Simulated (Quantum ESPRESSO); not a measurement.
Band energies of Rb₂NaRhF₆

```
CELL_PARAMETERS angstrom
      0.00000     4.33259     4.33259
      4.33259     0.00000     4.33259
      4.33259     4.33259     0.00000
ATOMIC_POSITIONS crystal
  F  0.76662 0.23338 0.23338
  F  0.23338 0.76662 0.76662
  F  0.23338 0.76662 0.23338
  F  0.76662 0.23338 0.76662
  F  0.23338 0.23338 0.76662
  F  0.76662 0.76662 0.23338
  Na 0.50000 0.50000 0.50000
  Rb 0.75000 0.75000 0.75000
  Rb 0.25000 0.25000 0.25000
  Rh 0.00000 0.00000 0.00000
```

LDA (Quantum ESPRESSO, PseudoDojo norm-conserving, 88 Ry, scalar-relativistic); path ΓXWKΓLUWLK,UX; energies in eV from the valence-band maximum.

| k (1/Å) | point | band 39 | band 40 | band 41 | band 42 | band 43 | band 44 | band 45 | band 46 |
|---|---|---|---|---|---|---|---|---|---|
| 0.00 | Γ | -2.76 | -2.76 | -0.15 | -0.15 | -0.15 | 2.03 | 2.03 | 3.83 |
| 0.48 |  | -3.01 | -2.77 | -0.18 | -0.04 | -0.04 | 1.74 | 2.04 | 5.31 |
| 0.73 | X | -3.13 | -2.77 | -0.19 | 0.00 | 0.00 | 1.61 | 2.04 | 6.21 |
| 0.73 | W | -2.91 | -2.91 | -0.10 | -0.10 | 0.00 | 1.72 | 1.98 | 6.88 |
| 0.98 | K | -3.04 | -2.84 | -0.14 | -0.03 | -0.02 | 1.71 | 1.99 | 6.56 |
| 1.17 |  | -2.93 | -2.93 | -0.10 | -0.08 | -0.05 | 1.85 | 1.94 | 5.81 |
| 1.56 |  | -2.80 | -2.78 | -0.14 | -0.13 | -0.12 | 2.00 | 2.02 | 4.10 |
| 1.75 | Γ | -2.76 | -2.76 | -0.15 | -0.15 | -0.15 | 2.03 | 2.03 | 3.83 |
| 1.91 |  | -2.79 | -2.78 | -0.14 | -0.14 | -0.14 | 2.01 | 2.01 | 4.01 |
| 2.22 |  | -2.93 | -2.87 | -0.12 | -0.08 | -0.08 | 1.95 | 1.95 | 5.22 |
| 2.38 | L | -2.97 | -2.90 | -0.12 | -0.07 | -0.07 | 1.94 | 1.94 | 5.97 |
| 2.60 |  | -2.96 | -2.90 | -0.11 | -0.07 | -0.05 | 1.85 | 1.96 | 6.21 |
| 2.82 | U | -3.04 | -2.84 | -0.14 | -0.03 | -0.02 | 1.71 | 1.99 | 6.56 |
| 2.82 | W | -2.91 | -2.91 | -0.10 | -0.10 | 0.00 | 1.72 | 1.98 | 6.88 |
| 3.08 |  | -2.93 | -2.91 | -0.10 | -0.09 | -0.04 | 1.83 | 1.96 | 6.29 |
| 3.34 | L | -2.97 | -2.90 | -0.12 | -0.07 | -0.07 | 1.94 | 1.94 | 5.97 |
| 3.56 |  | -2.96 | -2.90 | -0.11 | -0.07 | -0.05 | 1.85 | 1.96 | 6.21 |
| 3.78 | K | -3.04 | -2.84 | -0.14 | -0.03 | -0.02 | 1.71 | 1.99 | 6.56 |
| 3.78 | U | -3.04 | -2.84 | -0.14 | -0.03 | -0.02 | 1.71 | 1.99 | 6.56 |
| 4.04 | X | -3.13 | -2.77 | -0.19 | 0.00 | 0.00 | 1.61 | 2.04 | 6.21 |

The LDA gap is direct, 1.61 eV at X. Another valence extremum on the path lies within 0.02 eV, too close to call.

Spin-orbit splittings are left out.

Geometry of the Materials Project entry, not relaxed at this level.
